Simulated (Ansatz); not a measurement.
CuLi2Nb4O12 in space group P1 (No. 1; Pearson symbol aP19), the program Ansatz at the r²SCAN level (PAW). The conduction-band minimum lies at R, with 1 equivalent valley. Second derivatives d²E/dk² of the lowest band at one valley (eV·Å²), along Cartesian directions:

```json
[
 {"direction": "[100]", "d²E/dk²": "1.702"},
 {"direction": "[010]", "d²E/dk²": "1.427"},
 {"direction": "[001]", "d²E/dk²": "3.331"},
 {"direction": "[110]", "d²E/dk²": "0.9392"},
 {"direction": "[101]", "d²E/dk²": "3.843"},
 {"direction": "[011]", "d²E/dk²": "2.898"}
]
```

**Question.** Find the principal effective masses, the density-of-states mass and the conductivity mass.

**Answer.** Off-diagonal terms follow from H_xy = H[110] − (H_xx + H_yy)/2, and m*/mₑ = 7.620 eV·Å² over each eigenvalue: 1.9, 3.8, 21. One valley's DOS mass (m₁m₂m₃)^(1/3) = 5.3, conductivity mass 3/(Σ 1/mᵢ) = 3.5 mₑ.

**Question.** What effective density of states Nc follows at 300 K for parabolic valleys?

**Answer.** Nc = 2.509e19 × 1 × (5.3)^(3/2) / 2 (one spin channel) ≈ 1.5e20 cm⁻³.

The start of the workflow was typed in or built on a structure type; neither database checked (COD, Materials Project) lists it. Whether it is the stable phase at ambient conditions was not checked. The cell was relaxed with r²SCAN under the symmetry of its start; whether a distortion lowers the energy is not shown. Magnetic state: ferromagnetic, the only order run, not a proven ground state. Other orbital occupations within this spin state were not tried. No Hubbard U is applied. Spin–orbit coupling is left out wherever it is not named.

Potentials: the later of the program's two PAW sets.

Edges and masses are those of Kohn–Sham bands, whose gap is no quasiparticle gap.
